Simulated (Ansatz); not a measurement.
Al (fcc, Cu type)

```
Al
1.0
    0.00000     1.99536     1.99536
    1.99536     0.00000     1.99536
    1.99536     1.99536     0.00000
Al
1
Cartesian
  0.00000   0.00000   0.00000
```

This relaxed cell (volume V₀) is scaled evenly in all directions, its shape held. Symmetry pins the atoms to their sites.

Level of theory: r2SCAN (plane waves to 500 eV, PAW, scalar-relativistic; Ansatz, a program for electronic structure). k mesh 20×20×20 (Γ-centred), Fermi-Dirac smearing 0.05 eV. E stands for the smeared free energy. Al was relaxed with its symmetry unable to fall. The PAW data are Ansatz's earlier set. The zero of ΔE is the relaxed starting cell.

Question: Predict the ΔE (kJ/mol of atoms) at V/V₀ = 0.867, 0.893, 0.920, 1.027, 1.053, 1.080, 1.107, 1.133.

Answer: 
```tsv
V/V₀	ΔE (kJ/mol of atoms)
0.867	10.3
0.893	6.2
0.920	3.3
1.027	0.3
1.053	1.1
1.080	2.5
1.107	4.2
1.133	6.2
```

(A scan under strain: stresses follow from slopes of the energy per volume, elastic moduli from its curvatures.)
